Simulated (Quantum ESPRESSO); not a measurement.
MgAlGaBP$_{3}$S (made-up cell), MgAlInGaP$_{3}$S (made-up cell) (calculated)

Calculation on a made-up crystal cell, not a measurement: periodic Kohn-Sham density functional theory in plane waves with PseudoDojo standard norm-conserving scalar-relativistic pseudopotentials, each functional with its own files (v0.5 for PBE, v0.4.1 for LDA and PBEsol), no spin polarisation, no spin-orbit coupling, atoms not relaxed, stress positive in tension, energies less a fixed whole-eV offset for each atom's element; levels are Kohn-Sham levels at fractions of this cell's reciprocal vectors, counted from the reference band (half the neutral cell's valence electrons, rounded up) at Gamma; error bars cover cutoff and k-mesh only, not smearing or the files; added strain carries the atoms with the cell, and shear is the tensor component; each bar is the largest change over components, and at least 0.002 eV, 0.002 eV per angstrom or 0.02 GPa; energies are for the whole cell, and the offsets were chosen from early runs and are not element reference energies. Program: Quantum ESPRESSO 7.5.

Settings shared by all entries: lattice type zincblende/diamond; functional pbe; cutoff 1143 eV; fermi dirac smearing 0.025 eV; scf tolerance 1e-07 eV; electrons removed 0; k mesh 4 x 4 x 4, shifted by half a step.

(1) 
```xyz
8
Lattice="5.4205 0.0167 0.0005 0.0167 5.5101 0.0633 0.0005 0.0633 5.3762" Properties=species:S:1:pos:R:3 formula=MgAlGaBP3S pressure=0.1643 stress_xx=1.787 stress_yy=-0.4471 stress_zz=-1.833 stress_yz=-0.273 stress_xz=-0.2893 stress_xy=1.976 reference_band=25 error_bar_stress=0.02 error_bar_force=0.008844 error_bar_next_band_up=0.002 error_bars_from=tighter_rerun_of_a_related_cell
Ga     0.0016    -0.0615     0.0607
B     -0.0217     2.6307     2.7699
Mg     2.9089    -0.0082     2.6835
Al     2.6085     2.8981    -0.0057
P      1.2911     1.3978     1.4042
P      1.4116     4.0824     3.8566
S      4.0236     1.4690     4.2400
P      3.8659     4.2169     1.3611
```

Units: pressure, stress_xx, stress_yy, stress_zz, stress_yz, stress_xz, stress_xy, error_bar_stress in GPa; error_bar_force in eV/Å; error_bar_next_band_up in eV.

Atoms:
```
atoms element  atom site
           Ga          1
            B          2
           Mg          3
           Al          4
            P          5
            P          6
            S          7
            P          8
```

Forces:
```
site  x (eV/Å)  y (eV/Å)   z (eV/Å)
   1    0.8469   -0.7636  -0.005763
   2    0.9381    0.7701    -0.6328
   3     -1.62     2.905      1.955
   4   -0.3799    -1.112     0.8877
   5    -1.107     1.274     0.9688
   6    -3.375   -0.8654    -0.1927
   7     1.108     1.129     -1.433
   8     3.589    -3.338     -1.548
```

Levels:
```
level k point  next band up (eV)
        Gamma              0.448
(1/2,1/2,1/2)             0.3893
   (0.15,0,0)             0.6812
   (0,0.15,0)             0.7404
   (0,0,0.15)             0.6989
```

(2) 
```xyz
8
Lattice="5.4205 0.0167 0.0005 0.0167 5.5101 0.0633 0.0005 0.0633 5.3762" Properties=species:S:1:pos:R:3 formula=MgAlInGaP3S pressure=14.04 stress_xx=-13.02 stress_yy=-13.91 stress_zz=-15.2 stress_yz=-3.528 stress_xz=3.008 stress_xy=0.8229 error_bar_stress=0.02 error_bar_force=0.008844 error_bars_from=tighter_rerun_of_this_cell
Ga     0.0016    -0.0615     0.0607
In    -0.0217     2.6307     2.7699
Mg     2.9089    -0.0082     2.6835
Al     2.6085     2.8981    -0.0057
P      1.2911     1.3978     1.4042
P      1.4116     4.0824     3.8566
S      4.0236     1.4690     4.2400
P      3.8659     4.2169     1.3611
```

Units: pressure, stress_xx, stress_yy, stress_zz, stress_yz, stress_xz, stress_xy, error_bar_stress in GPa; error_bar_force in eV/Å.

Atoms:
```
atoms element  atom site
           Ga          1
           In          2
           Mg          3
           Al          4
            P          5
            P          6
            S          7
            P          8
```

Forces:
```
site  x (eV/Å)  y (eV/Å)  z (eV/Å)
   1    0.9428   -0.8296    0.1182
   2    -1.785     1.663   -0.9726
   3    -1.766     2.761     1.892
   4   -0.4521    -1.007     0.967
   5     2.036    -1.628    -2.517
   6   -0.3093     2.115     2.015
   7    -1.246   -0.7565    0.9683
   8     2.579    -2.317    -2.471
```
